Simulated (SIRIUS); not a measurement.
A self-consistent single point of AlInSb2 (P-4m2, 4 atoms in the cell; from Materials Project mp-1228890, changed as shown).

```
AlInSb2
1.0
    4.31359     0.00000     0.00000
    0.00000     4.31359     0.00000
    0.00000     0.00000     6.07750
Al In Sb
1 1 2
Cartesian
  0.00000   0.00000   0.00000
  2.15680   2.15680   3.03875
  0.00000   2.15680   1.41831
  2.15680   0.00000   4.65919
```

Computed with LDA (PW92), PseudoDojo 0.4 standard norm-conserving LDA (tails mended) pseudopotentials (plane waves; SIRIUS).

SIRIUS settings:

```
key                                                                                                           value
--------------------------------------  ---------------------------------------------------------------------------
parameters.ngridk                                                                                             8 8 6
parameters.xc_functionals                                                                   [XC_LDA_X, XC_LDA_C_PW]
parameters.gk_cutoff                                                                                   9.165 1/bohr
parameters.pw_cutoff                                                                                  18.331 1/bohr
parameters.smearing                                                                                     fermi_dirac
parameters.smearing_width                                                                            0.000367493 Ha
potentials                              PseudoDojo 0.4 standard norm-conserving LDA (tails mended) pseudopotentials
parameters.electronic_structure_method                                                              pseudopotential
parameters.num_bands                                                                                             28
parameters.num_mag_dims                                                                                           0
parameters.num_dft_iter                                                                                         100
parameters.energy_tol                                                                                      1e-07 Ha
parameters.density_tol                                                                                        1e-06
mixer.type                                                                                                 anderson
mixer.beta                                                                                                      0.5
mixer.use_hartree                                                                                             false
```

Results:

Number of valence electrons: 46
Number of bands: 28
Number of k-points after the program's reduction: 60
Number of plane waves (most at a k-point): 9964
Number of SCF iterations: 33
FFT grid: 50 × 50 × 72
Free energy E − TS: -6803.7406 eV
Gap on the k-point mesh: 0.73 eV
Pressure: 5.35 GPa
Largest force (vector length): 0.041 eV/Å

Forces (eV/Å):
| atom | Fx | Fy | Fz |
|---|---|---|---|
| Al1 | 0.000 | 0.000 | 0.000 |
| In2 | 0.000 | 0.000 | 0.000 |
| Sb3 | 0.000 | 0.000 | -0.041 |
| Sb4 | 0.000 | 0.000 | 0.041 |

Stress (GPa, positive for compression):
```
5.35  0.00  0.00
0.00  5.35  0.00
0.00  0.00  5.36
```

The gap is read on the k-point mesh of the run and can differ from the gap over the whole zone at this level.

For comparison: a first run was changed to give this one (lattice scaled by 0.98), and from it to this one the free energy rises by 35.9 meV/atom, the pressure goes from 1.35 to 5.35 GPa, the largest force goes from 0.014 to 0.041 eV/Å and the gap on the mesh goes from 0.716 to 0.733 eV.

Spin-orbit coupling is left out, which matters for bands and gaps with elements this heavy. The structure comes from a collection of computed structures, made at another level of theory; the collection holds predicted forms beside known ones. Its lattice was then scaled.

Cost on one core: roughly 6 core-minutes.

“Tails mended”: in these copies of the files the far tail of each local potential was reset to the Coulomb form.
